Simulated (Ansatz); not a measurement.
HgS:
```yaml
crystal:
  lattice:
    - [4.16168, 0.00000, 0.00000]
    - [-2.08084, 3.60412, 0.00000]
    - [0.00000, 0.00000, 9.50325]
  atoms:
    - { symbol: Hg, position: [0.71347, 0.00000, 0.66667] }
    - { symbol: Hg, position: [0.00000, 0.71347, 0.33333] }
    - { symbol: Hg, position: [0.28653, 0.28653, 0.00000] }
    - { symbol: S, position: [0.49873, 0.00000, 0.16667] }
    - { symbol: S, position: [0.00000, 0.49873, 0.83333] }
    - { symbol: S, position: [0.50127, 0.50127, 0.50000] }
```

The program Ansatz at the PBE+D3(BJ) level (PAW) gives a gap of 1.25 eV without spin–orbit coupling, maximum off the standard path, at k = (-0.083, 0.000, 0.370), minimum at Γ.

Question: What happens when spin–orbit coupling is switched on?

Answer: The gap drops by 0.02 eV, to 1.23 eV; maximum off the standard path, at k = (-0.073, 0.000, 0.411), minimum on the Γ–A line, 2 % of the way from Γ.

Space group P3_221. Symmetry was held in the PBE+D3(BJ) relaxation; of distortions, only those at the zone centre were tested.

Potentials: the later of the program's two PAW sets.
